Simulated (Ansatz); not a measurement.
Field gradients of C from run to run

Cell of run 1: a COD entry (the entry's cell lengths or inner coordinates differ somewhat from later room-temperature determinations).

```
CELL_PARAMETERS angstrom
2.47000 0.00000 0.00000
-1.23500 2.13908 0.00000
0.00000 0.00000 6.79000
ATOMIC_POSITIONS crystal
C 0.00000 0.00000 0.00000
C 0.00000 0.00000 0.50000
C 0.33333 0.66667 0.00500
C 0.66667 0.33333 0.50500
```

Atoms are numbered from 1 in the order listed; like atoms form one site, named after its first atom.

Relaxed positions (PBE, cell held):

```
CELL_PARAMETERS angstrom
2.47000 0.00000 0.00000
-1.23500 2.13908 0.00000
0.00000 0.00000 6.79000
ATOMIC_POSITIONS crystal
C 0.00000 0.00000 0.00250
C 0.00000 0.00000 0.50250
C 0.33333 0.66667 0.00250
C 0.66667 0.33333 0.50250
```

All runs are DFT with Ansatz 0.2.0 (plane waves and PAW, scalar-relativistic unless spin–orbit coupling is named, Γ-centred meshes, Fermi–Dirac smearing where given) in this cell.

Run 1: PBE, atoms as given; 420 eV, 15×15×5 k-points, smearing 0.01 eV.
Run 2: r2SCAN, atoms as given; 500 eV, 15×15×5 k-points, smearing 0.05 eV.
Run 3: PBE, atoms relaxed; 420 eV, 15×15×5 k-points, smearing 0.05 eV.
Run 4: r2SCAN, at the relaxed atoms; 500 eV, 15×15×5 k-points, smearing 0.05 eV.

```json
{"run": "1", "C1 V_zz (η)": "2.36 (0.00)", "C3 V_zz (η)": "2.22 (0.00)"}
{"run": "2", "C1 V_zz (η)": "2.49 (0.00)", "C3 V_zz (η)": "2.31 (0.00)"}
{"run": "3", "C1 V_zz (η)": "2.36 (0.00)", "C3 V_zz (η)": "2.21 (0.00)"}
{"run": "4", "C1 V_zz (η)": "?", "C3 V_zz (η)": "?"}
```

V_zz in 10²¹ V/m².

(1) Estimate the row of run 4.

Results:

(1) C1: 2.48 (0.00); C3: 2.30 (0.00). It lies nearest to run 2, from whose tensors on these sites it differs by 0.01 at most (largest principal value of the difference). Taken one at a time, the functional (r2SCAN with its higher cutoff) moves the tensors on these sites by up to 0.13 (largest principal value of the change, on C1), the positions of the atoms (as given or relaxed) by 0.01.

Semilocal functionals make gaps too small and can close them, so the real compound need not be a metal. In runs 1, 2, 3, 4 there is no gap above 0.1 eV, so the gradients can move by 10 % or more with the k-mesh. In runs 1, 2 the atoms aren't at the calculated equilibrium (largest force 0.57, 0.59 eV/Å).
